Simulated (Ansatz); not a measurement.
Hf$_{2}$GeB$_{2}$:
Space group P-6m2 (No. 187); a = 3.1758 Å, b = 3.1758 Å, c = 7.7893 Å, α = 90.00°, β = 90.00°, γ = 120.00°

| atom | site | symmetry | x | y | z |
|---|---|---|---|---|---|
| Hf | 2h | 3m. | 0.3333 | 0.6667 | 0.2837 |
| Ge | 1a | -6m2 | 0.0000 | 0.0000 | 0.0000 |
| B | 1b | -6m2 | 0.0000 | 0.0000 | 0.5000 |
| B | 1f | -6m2 | 0.6667 | 0.3333 | 0.5000 |

Relaxed with PBE.

Which orbitals make up the states near the Fermi level in PBE (plane waves, PAW; program Ansatz)?

Within 0.5 eV of the Fermi level: Hf 5d 70 %, Ge 4p 15 %, B 2p 8 %. Projections are on Löwdin-orthogonalised atomic valence shells; empty p or d shells of many metals are not among them.

Tabulate the density of states.

States/eV per cell of 5 atoms, in 0.25 eV bins, energy from the Fermi level.

```tsv
E (eV)	total	Hf 5d	B 2p	Ge 4p
-7.85	0.63	0.13	0.12	0.02
-7.60	1.73	0.30	0.34	0.04
-7.35	1.24	0.23	0.33	0.03
-7.10	0.66	0.13	0.29	0.02
-6.85	0.60	0.12	0.28	0.03
-6.60	0.71	0.13	0.37	0.03
-6.35	0.93	0.17	0.51	0.04
-6.10	1.01	0.19	0.56	0.04
-5.85	1.18	0.23	0.66	0.06
-5.60	0.92	0.19	0.54	0.03
-5.35	0.90	0.18	0.54	0.04
-5.10	1.63	0.35	0.90	0.12
-4.85	1.61	0.39	0.76	0.24
-4.60	1.92	0.51	0.82	0.34
-4.35	2.70	0.67	1.35	0.40
-4.10	2.00	0.50	0.93	0.37
-3.85	1.87	0.50	0.71	0.48
-3.60	1.57	0.45	0.51	0.47
-3.35	2.06	0.67	0.77	0.45
-3.10	5.22	1.72	1.75	1.31
-2.85	3.96	1.48	1.11	1.10
-2.60	2.17	0.84	0.58	0.61
-2.35	1.80	0.83	0.35	0.51
-2.10	2.51	1.38	0.39	0.60
-1.85	2.53	1.51	0.36	0.49
-1.60	3.44	2.04	0.45	0.70
-1.35	2.51	1.70	0.23	0.41
-1.10	1.90	1.34	0.17	0.27
-0.85	1.04	0.73	0.11	0.14
-0.60	1.08	0.79	0.09	0.13
-0.35	1.17	0.87	0.08	0.14
-0.10	1.05	0.75	0.08	0.15
0.15	1.01	0.69	0.09	0.17
0.40	1.15	0.75	0.11	0.23
0.65	1.54	0.93	0.15	0.36
0.90	2.19	1.39	0.24	0.44
1.15	2.40	1.58	0.23	0.45
1.40	2.31	1.53	0.19	0.43
1.65	2.82	1.92	0.24	0.34
1.90	2.55	1.72	0.20	0.20
2.15	2.40	1.52	0.17	0.31
2.40	2.37	1.46	0.15	0.30
2.65	2.09	1.38	0.12	0.21
2.90	3.29	2.33	0.16	0.22
3.15	2.76	1.85	0.25	0.28
3.40	2.59	1.72	0.24	0.29
3.65	1.97	1.31	0.19	0.19
3.90	2.19	1.42	0.28	0.19
4.15	3.01	1.77	0.49	0.23
4.40	3.22	1.84	0.50	0.24
4.65	3.07	1.79	0.45	0.27
```

The start of the workflow was typed in or built on a structure type; neither database checked (COD, Materials Project) lists it. Its standing as an ambient phase is unchecked. Symmetry was held in the PBE relaxation; whether a distortion lowers the energy is not shown. No spin polarisation was allowed. Scalar-relativistic: spin–orbit coupling is off unless named, which matters more the heavier the elements.

Potentials: the earlier of the program's two PAW sets.
